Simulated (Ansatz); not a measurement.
Problem. Each is relaxed and computed with PBEsol in the plane-wave PAW code Ansatz. Which is the only one with a gap?
A) CrGe, rock salt
B) InAs, rock salt
C) MgS, rock salt
D) ZrC, rock salt

Solution. C, MgS, rock salt. MgS: gap 2.73 eV (indirect); ZrC: metal; CrGe: metal; InAs: metal. Spin orders computed, not proven ground states: CrGe, rock salt ferromagnetic. Constructed cells (a structure type filled with these elements, in neither database checked): CrGe, rock salt. Not the usual ambient phase: InAs, rock salt. Unstable at this level: CrGe, rock salt. All cells were relaxed under the symmetry of their starts (and spin orders); stability against distortions was not tested throughout. Rows with no word on spin ran without spin polarisation. Spin–orbit coupling is left out wherever it is not named.

Potentials: the later of the program's two PAW sets.
